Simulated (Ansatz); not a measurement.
Task: Bulk modulus by a P(V) fit from PBE minus that from r²SCAN (% of the latter), each on its own relaxed cell (Ansatz, an electronic-structure program, plane waves, PAW; no spin–orbit coupling, no Hubbard U), over 30 phases of the class «phosphides, arsenides and antimonides»: what sign and size do you expect?

Result: Mean -11 %, median -11 %, mean absolute 11 %; eight in ten lie between -16 and -5 %, and 0 % are above zero.

Some cases that may be named, with their rank among the 30 from the lowest: GaAs, zinc blende -17 % (rank 2); GaSb, zinc blende -16 % (rank 5); GaP, rock salt -11 % (rank 15); Zn3P4W, Pmn2_1 (Pearson symbol oP16) -10 % (rank 17); BAs, zinc blende -7 % (rank 23); BP, zinc blende -4 % (rank 28).

The phases are those computed here (of each formula those with measured values and the lowest at some level), not a balanced benchmark, and neither functional is the truth. Pairs that end in unlike spin orders or unlike minima (c/a over 6 % apart, 30 % for weakly bound crystals), magnets with 4f shells, solids of gases and phases set aside for tests are left out.

Typed or built starts, not in the databases checked: GaP, rock salt; Zn3P4W, Pmn2_1 (Pearson symbol oP16). Not the usual ambient phase: GaP, rock salt. All cells were relaxed under the symmetry of their starts (and spin orders); stability against distortions was not tested throughout. Named crystals with no word on spin ran without spin polarisation. Scalar-relativistic: spin–orbit coupling is off unless named, which matters more the heavier the elements.

Potentials: the later of the program's two PAW sets.

Ansatz is a plane-wave DFT program.
